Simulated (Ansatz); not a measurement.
Relaxed-ion elastic tensor of AlNi (CsCl type, Pm-3m) in GPa (Voigt order), PBE (plane waves, PAW; program Ansatz); density 5.87 g/cm³, 12.11 Å³ per atom.

```
     1    2    3    4    5    6
-  ---  ---  ---  ---  ---  ---
1  205  136  136  0.0  0.0  0.0
2  136  205  136  0.0  0.0  0.0
3  136  136  205  0.0  0.0  0.0
4  0.0  0.0  0.0  117  0.0  0.0
5  0.0  0.0  0.0  0.0  117  0.0
6  0.0  0.0  0.0  0.0  0.0  117
```

Q: Is the crystal mechanically stable?

A: Yes: the smallest eigenvalue of C is 68.2 GPa.

Q: Work out the Voigt, Reuss and Hill averages.

A: K_V = 159, K_R = 159, K_H = 159; G_V = 84.1, G_R = 59.3, G_H = 71.7 GPa.

Q: Give Young's modulus, Poisson's ratio, Pugh's ratio and the universal anisotropy index.

A: E = 9KG/(3K + G) = 187 GPa; ν = 0.30; K/G = 2.22 (ductile by the Pugh limit of 1.75); A_U = 5G_V/G_R + K_V/K_R − 6 = 2.08.

Q: Estimate the sound speeds and the Debye temperature.

A: v_l = √((K + 4G/3)/ρ) = 6590 m/s, v_t = √(G/ρ) = 3490 m/s, mean 3900 m/s; Θ = (h/k)(3n/4πV)^(1/3) v_m = 506 K.

Q: Give the Zener ratio and Young's modulus along [100], [110] and [111].

A: A = 2C44/(C11 − C12) = 3.45; 1/E = S11 − 2(S11 − S12 − S44/2)Γ with Γ = 0, 1/4, 1/3 gives 95.4, 190, 283 GPa.

Q: Solve the Christoffel equation for the three sound speeds along [100], [110], [111].

A: Eigenvalues of C_ijkl n_j n_l equal ρv². In km/s, slowest first: [100] 4.47, 4.47, 5.90; [110] 2.41, 4.47, 7.00; [111] 3.24, 3.24, 7.33.

The PBE relaxation kept the symmetry of its start; phonons on a q-mesh show no instability. No spin polarisation was allowed. As this level gives no gap, shear constants depend on the k-mesh and smearing (Fermi–Dirac, 0.1 eV here).

Potentials: the later of the program's two PAW sets.
